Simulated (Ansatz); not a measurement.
HfSiSe (space group P4/nmm)

```xyz
6
Lattice="3.5764 0.0000 0.0000 0.0000 3.5764 0.0000 0.0000 0.0000 8.2556" Properties=species:S:1:pos:R:3 pbc="T T T"
Hf     0.0000     1.7882     6.1465
Hf     1.7882     0.0000     2.1091
Si     0.0000     0.0000     0.0000
Si     1.7882     1.7882     0.0000
Se     1.7882     0.0000     5.1252
Se     0.0000     1.7882     3.1304
```

Equation-of-state scan: isotropic scaling of the cell above, V₀ being its volume. The atoms relax within the cell's symmetry.

Calculation: PBEsol (plane waves to 420 eV, PAW, scalar-relativistic; Ansatz, a program for electronic structure). k mesh 13×13×6 (Γ-centred), Fermi-Dirac smearing 0.05 eV. The energy includes the smearing's −TS. Stress and pressure are positive under compression. With the shape held, the modulus is that of even scaling; a crystal free to change shape is softer. HfSiSe is run without spin polarisation. HfSiSe was relaxed with its symmetry unable to fall. Spin-orbit coupling is left out, though Hf is heavy. ΔE is measured from the relaxed starting cell. The last digit holds for this mesh only.

```tsv
V (Å³/atom)	ΔE (meV/atom)
15.839	83.6
16.279	44.7
16.719	18.9
17.159	withheld
17.599	0.0
18.039	4.1
18.479	15.7
18.919	33.6
19.359	57.0
```

### Question
Fit a third-order Birch-Murnaghan form (E₀, V₀, B₀, B₀′ free) to the given rows and predict ΔE at V = 17.159.

### Answer
Least squares on the 8 given rows: ΔE = E₀ + (9V₀B₀/16)·y²·[2 + (B₀′ − 4)y], y = (V₀/V)^(2/3) − 1, with V₀ = 17.599 Å³/atom, B₀ = 124.4 GPa (160.2 GPa = 1 eV/Å³; the term in eV is multiplied by 1000), B₀′ = 4.74, E₀ = 0.06 meV/atom; root-mean-square residual 0.05 meV/atom. At 17.159 the fit gives 4.5 meV/atom; the calculation gives 4.5 meV/atom, the same to the digits shown. For the pressure the fit gives 3.3 GPa against the computed 3.4 GPa.

(Under strain, the slope of the energy per volume gives the stress and its curvature an elastic modulus.)
